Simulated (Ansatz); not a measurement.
TaS2 in space group Pca2_1 (No. 29; Ta on 4a, S on 4a, S on 4a), PBE in the plane-wave PAW code Ansatz, all energies at zero smearing, with the estimated change up to a 700 eV cutoff added, with one set of potentials and settings (totals compare only within such a set). Cell of 12 atoms (4 Ta, 8 S): -46958.167 eV.

```csv
element,reference phase,E (eV/atom)
Ta,"Im-3m, 1 atoms in the cell",-9933.2341
S,"Fddd, 32 atoms in the cell",-902.0602
```

Formation energy per atom, worked out: (-46958.167 − 4×(-9933.2341) − 8×(-902.0602))/12 = -0.729 eV/atom (-70 kJ per mol of atoms), at 0 K, without zero-point energy or fitted corrections.

The start of the workflow was typed in or built on a structure type; neither database checked (COD, Materials Project) lists it. COD files the formula under space group No. 42, 164, 166, 194. Its standing as an ambient phase is unchecked. Symmetry was held in the PBE relaxation; its stability against distortions is not shown here. No spin polarisation was allowed. The references are the lowest solids computed at this level, not always the standard phases. Spin–orbit coupling is left out wherever it is not named.

Potentials: the earlier of the program's two PAW sets.
